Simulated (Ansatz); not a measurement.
CuSe$_{2}$:
```cif
data_Cu2Se4
_chemical_formula_sum 'Cu2 Se4'
_space_group_name_H-M_alt 'Pnnm'
_space_group_IT_number 58
_space_group_name_Hall '-P 2 2n'
_cell_length_a 5.03331
_cell_length_b 6.18638
_cell_length_c 3.76869
_cell_angle_alpha 90.000
_cell_angle_beta 90.000
_cell_angle_gamma 90.000
loop_
_atom_site_label
_atom_site_type_symbol
_atom_site_symmetry_multiplicity
_atom_site_Wyckoff_symbol
_atom_site_fract_x
_atom_site_fract_y
_atom_site_fract_z
_atom_site_occupancy
Cu1 Cu 2 a 0.00000 0.00000 0.00000 1
Se1 Se 4 g 0.18534 0.38602 0.00000 1
```

This is the r²SCAN-relaxed structure.

### Question
All from plane-wave PAW r²SCAN (Ansatz code), unless another level is named. Give the electronic character.

### Answer
metallic (no gap).

### Question
Give the formation energy from the elements (no fitted shifts).

### Answer
-0.13 eV/atom.

### Question
Next, the density of states at the Fermi level?

### Answer
0.49 states/eV per atom (mean over ±0.08 eV).

The workflow started from an entry of the Crystallography Open Database (COD). Whether it is the stable phase at ambient conditions was not checked. The r²SCAN relaxation kept the symmetry of its start; its stability against distortions is not shown here. The run is not spin-polarised. The references are the lowest solids computed at this level, not always the standard phases. Spin–orbit coupling is left out wherever it is not named.

Potentials: the later of the program's two PAW sets.
